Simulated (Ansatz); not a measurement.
**Data sheet: CdHgSe₂ (DFT)**

CdHgSe$_{2}$:
```
CdHgSe2
1.0
    4.36080     0.00000     0.00000
    0.00000     4.36080     0.00000
    0.00000     0.00000     6.14060
Cd Hg Se
1 1 2
Direct
  0.50000   0.50000   0.50000
  0.00000   0.00000   0.00000
  0.00000   0.50000   0.25304
  0.50000   0.00000   0.74696
```

Space group P-4m2 (No. 115); conventional cell a = b = 4.3608 Å, c = 6.1406 Å, α = β = γ = 90.00°.

Method: plane-wave PAW r²SCAN (Ansatz code). Structure relaxed to zero pressure with the same functional. Other levels are named where they apply.

### Cell and energy

- Volume per atom: 29.19 Å³
- Density: 6.70 g/cm³
- Formation energy from the elements (no fitted shifts): -503 meV/atom

### Electronic structure

* **Band gap**: 0.15 eV (direct)
* **Valence-band maximum**: at Γ
* **Conduction-band minimum**: at Γ
* **Electron effective mass**: 0.016, 0.016, 0.018 mₑ (principal values)
* **Hole effective mass, band 1 of 2 at the edge**: 2.6 along x, 0.65 along z (mₑ)
* **Hole effective mass, band 2 of 2 at the edge**: 0.016 along x, 0.65 along z (mₑ)
* **Gap with spin–orbit coupling**: 0.05 eV

### Mechanics

Bulk modulus (Birch–Murnaghan fit): 50.7 GPa
Pressure derivative B′: 4.8

### Charges

Bader charges: Cd +0.81, Hg +0.45, Se -0.63 e

The first step of the workflow began from a Materials Project structure, measured or hypothetical; the Crystallography Open Database copy checked does not list it. With Cd and Hg taken as one species the cell has the higher symmetry F-43m, so it may be an ordered model of a mixed-site phase. Whether it is the stable phase at ambient conditions was not checked. Symmetry was held in the r²SCAN relaxation; its stability against distortions is not shown here. The references are the lowest solids computed at this level, not always the standard phases. Spin–orbit coupling is left out wherever it is not named.

Potentials: the later of the program's two PAW sets.
